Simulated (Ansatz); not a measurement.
Sn3SeS2: rattling a relaxed structure

It was reached by relaxing an invented guess, and it needn't be the stable form of this composition.

These are results of DFT PBE, scalar-relativistic, plane waves, PAW (Ansatz 0.2.0), not measurements. Plane waves to 420 eV, a k mesh through Γ of 10×10×4 on the computed 12-atom cell and Gaussian smearing (0.01 eV); no spin polarisation.

The cell below (12 atoms, space group Cmcm (No. 63)) is relaxed within its symmetry.

```yaml
crystal:
  lattice:
    - [2.08708, -5.96313, 0.00000]
    - [2.08708, 5.96313, 0.00000]
    - [0.00000, 0.00000, 12.55076]
  atoms:
    - { symbol: Sn, position: [0.37287, 0.62713, 0.57591] }
    - { symbol: Sn, position: [0.37287, 0.62713, 0.92409] }
    - { symbol: Sn, position: [0.36544, 0.63456, 0.25000] }
    - { symbol: Sn, position: [0.63456, 0.36544, 0.75000] }
    - { symbol: Sn, position: [0.62713, 0.37287, 0.07591] }
    - { symbol: Sn, position: [0.62713, 0.37287, 0.42409] }
    - { symbol: Se, position: [0.13550, 0.86450, 0.25000] }
    - { symbol: Se, position: [0.86450, 0.13550, 0.75000] }
    - { symbol: S, position: [0.15508, 0.84492, 0.58547] }
    - { symbol: S, position: [0.15508, 0.84492, 0.91453] }
    - { symbol: S, position: [0.84492, 0.15508, 0.08547] }
    - { symbol: S, position: [0.84492, 0.15508, 0.41453] }
```

For the test it was strained at random (σ = 1.5 % a component), the atoms were moved at random (σ = 0.05 Å), and all was relaxed again on a coarse 6×6×2 mesh (in the run’s order of axes) with 0.20 eV smearing, with no symmetry imposed.

Weakly bound directions are ill-defined at this level, which has no dispersion term.

Task: What happens?

Result: It returns, within 1 meV/atom of the unmoved cell on that mesh and with the same symmetry when read at 0.1 Å (P1 at 0.01 Å, so small strains and shifts remain). No instability shows in this cell; modes of other wave vectors, which need another repeat, aren't tested.
